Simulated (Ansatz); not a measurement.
A geometry of Nb away from equilibrium: step 2 of the relaxation of a relaxed Nb cell displaced along its unstable phonon at q = Γ (174i cm⁻¹), largest move 0.15 Å. All values below come from PBEsol (plane waves to 420 eV, PAW, scalar-relativistic; Ansatz, a quantum-chemistry and plane-wave program). Γ-centred k-mesh 8×8×12 on the run's cell (coarser than for final values), Fermi–Dirac smearing 0.05 eV.

```xyz
3
Lattice="4.7902 0.0000 0.0000 -2.3951 4.1485 0.0000 0.0000 0.0000 2.6631" Properties=species:S:1:pos:R:3:forces:R:3 pbc="T T T" free_energy=-13486.386 pressure_GPa=-0.4
Nb     0.0000     0.0000     0.0000    0.0000    0.0000    0.0000
Nb     0.0000     2.7656     1.6782    0.0000    0.0000    0.4476
Nb     2.3951     1.3828     0.9849    0.0000    0.0000   -0.4476
```

Positions in Å, forces in eV/Å, free energy of the cell in eV (comparable only within this code, potentials and settings). Largest force: 0.45 eV/Å, on Nb2, Nb3 (atoms numbered as listed); the geometry lies 0.03 eV/atom above the end of its relaxation.

No spin polarisation in the result.

The run could not lose the symmetry of its start.

Of the parent cell (P6/mmm (No. 191)): it is a generated cell of Nb: the first start was made by placing the elements on the sites of a structure type, and the end was not matched to a known phase here, so it may be hypothetical. Known forms of Nb include space group No. 229.
